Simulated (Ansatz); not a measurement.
Ta2C (P4/nmm), relaxed and computed with several functionals in Ansatz (plane waves, PAW).

```json
[
 {"functional": "r²SCAN", "a (Å)": "3.502", "c (Å)": "6.508", "V (Å³/atom)": "13.30", "ΔH_f (eV/atom)": "0.33", "B₀ by P(V) fit (GPa)": "262"},
 {"functional": "PBEsol", "a (Å)": "3.486", "c (Å)": "6.466", "V (Å³/atom)": "13.09", "ΔH_f (eV/atom)": "0.31", "B₀ by P(V) fit (GPa)": "268"},
 {"functional": "PBE", "a (Å)": "3.525", "c (Å)": "6.519", "V (Å³/atom)": "13.50", "ΔH_f (eV/atom)": "0.38", "B₀ by P(V) fit (GPa)": "248"}
]
```

Constructed cells (a structure type filled with these elements, in neither database checked): Ta2C, P4/nmm (Ta on 2a, Ta on 2c, C on 2c). All cells were relaxed under the symmetry of their starts (and spin orders); stability against distortions was not tested throughout. Rows with no word on spin ran without spin polarisation. Spin–orbit coupling is left out wherever it is not named.

Potentials: the later of the program's two PAW sets.

Ansatz (a quantum-chemistry and plane-wave program) is a plane-wave DFT program.

Formation energies count from the lowest solids of the elements computed at the same level, not from gases.
